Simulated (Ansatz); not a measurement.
A scan (energy against volume; even scaling of the relaxed cell, symmetry kept) gave these values. Calculation: PBEsol (plane waves to 420 eV, PAW, scalar-relativistic; Ansatz, a program for electronic structure).

| Property | Result |
|---|---|
| Bulk modulus B₀ (third-order Birch-Murnaghan fit) | 423 GPa |
| Pressure derivative B₀′ (fit) | 4.7 |
| Equilibrium volume of the fit | 13.94 Å³/atom |

Q: Of these crystals, all scanned alike, which one is it?
A) Os (fcc, Cu type)
B) HfC (rock salt)
C) Rb₂TiCl₆ (space group Fm-3m)

A: A, Os (fcc, Cu type). The others have, for the bulk modulus: Rb2TiCl6 13.3 GPa, HfC 248 GPa

All were relaxed with their symmetry unable to fall. HfC is run without spin polarisation. Os is run without spin polarisation. Rb2TiCl6 is run without spin polarisation. Spin-orbit coupling is left out. This is one of several known forms of Os; the measured ambient cells at hand have space group No. 194.

(A scan under strain: stresses follow from slopes of the energy per volume, elastic moduli from its curvatures.)
